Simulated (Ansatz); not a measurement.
MoIr3:
```cif
data_Ir3Mo
_chemical_formula_sum 'Ir3 Mo1'
_space_group_name_H-M_alt 'Pm-3m'
_space_group_IT_number 221
_space_group_name_Hall '-P 4 2 3'
_cell_length_a 3.84714
_cell_length_b 3.84714
_cell_length_c 3.84714
_cell_angle_alpha 90.000
_cell_angle_beta 90.000
_cell_angle_gamma 90.000
loop_
_atom_site_label
_atom_site_type_symbol
_atom_site_symmetry_multiplicity
_atom_site_Wyckoff_symbol
_atom_site_fract_x
_atom_site_fract_y
_atom_site_fract_z
_atom_site_occupancy
Ir1 Ir 3 c 0.00000 0.50000 0.50000 1
Mo1 Mo 1 a 0.00000 0.00000 0.00000 1
```

Relaxed with PBEsol.

Task: Decompose the optical modes at the zone centre into irreducible representations, and say which are infrared and Raman allowed.

Result: Point group m-3m: Γ_opt = 2T1u + T2u. Infrared: T1u. Raman: none.

Task: Assign frequencies (DFPT, DFT-PBEsol in the program Ansatz with PAW potentials).

Result: T2u 121, T1u 146, T1u 163 cm⁻¹.

The cell is a constructed one: a structure type filled with these elements; neither database checked (COD, Materials Project) lists it. COD files the formula under space group No. 194. Whether it is the stable phase at ambient conditions was not checked. The PBEsol relaxation kept the symmetry of its start; whether a distortion lowers the energy is not shown. The run is not spin-polarised. As this level gives no gap, phonon frequencies hold no LO–TO term and depend on the k-mesh and smearing (Fermi–Dirac, 0.1 eV here). Spin–orbit coupling is left out wherever it is not named.

Potentials: the earlier of the program's two PAW sets. The files were generated under PBE; for other functionals the program regenerates the frozen cores, and for LDA and PBEsol the local potential too.
